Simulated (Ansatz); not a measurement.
A relaxation computed with Ansatz, from input to last step.

```yaml
crystal:
  lattice:
    - [2.7924306108, 0.0, 0.0]
    - [0.0, 2.7924306108, 0.0]
    - [0.0, 0.0, 3.3863247514]
  atoms:
    - { symbol: Cu, position: [0.5, 0.5, 0.5] }
    - { symbol: Au, position: [0.0, 0.0, 0.0] }
basis:
  ecutwfc: 420
kpoints:
  mp_grid: { grid: [14, 14, 12] }
hamiltonian:
  xc: pbe
scf:
  occupations: { method: gaussian, width: 0.1 }
output:
  forces: true
  stress: true
  eigenvalues: true
relax:
  adjacent_minimum: "off"
  f_tol: 0.01
  max_steps: 30
  cell: { stress_tol: 0.1, fix: [volume] }
```

```bash
ansatz run input.yaml --threads 1 --pin off --max-ram 2560MiB --backend cpu --events-out ev --progress --plain --runs-dir out
```

Level of theory: DFT PBE, scalar-relativistic, plane waves, PAW in Ansatz 0.2.0.

The volume is held at 0.88 times that of the relaxed cell.

Of 4 frames 3 are shown, positions in Å and forces in eV/Å; the SCF threshold varies from step to step. Steps run on the plane waves of an earlier cell, with a Pulay correction in the pressure. The basis is chosen afresh for the last frame, the zero of the energies, and at times for earlier ones too; energy and pressure step there, also at an unchanged geometry.

```xyz
2
Lattice="2.7924 0.0000 0.0000 0.0000 2.7924 0.0000 0.0000 0.0000 3.3863" Properties=species:S:1:pos:R:3:forces:R:3 pbc="T T T" step=1 free_energy_over_end_meV_per_atom=0.06 pressure_GPa=25.35
Cu    1.3962    1.3962    1.6932    0.0000    0.0000    0.0000
Au    0.0000    0.0000    0.0000    0.0000    0.0000    0.0000
2
Lattice="2.7943 0.0000 0.0000 0.0000 2.7943 0.0000 0.0000 0.0000 3.3819" Properties=species:S:1:pos:R:3:forces:R:3 pbc="T T T" step=2 free_energy_over_end_meV_per_atom=0.03 pressure_GPa=25.34
Cu    1.3971    1.3971    1.6909    0.0000    0.0000    0.0000
Au    0.0000    0.0000    0.0000    0.0000    0.0000    0.0000
2
Lattice="2.8011 0.0000 0.0000 0.0000 2.8011 0.0000 0.0000 0.0000 3.3653" Properties=species:S:1:pos:R:3:forces:R:3 pbc="T T T" step=4 free_energy_over_end_meV_per_atom=0.00 pressure_GPa=25.31
Cu    1.4006    1.4006    1.6827    0.0000    0.0000    0.0000
Au    0.0000    0.0000    0.0000    0.0000    0.0000    0.0000
```

Time: 34 s on 1 thread of Arm Neoverse V1 (shared host), peak memory 0.43 GiB.

Spin–orbit coupling is left out, which can shift energies with elements as heavy as these.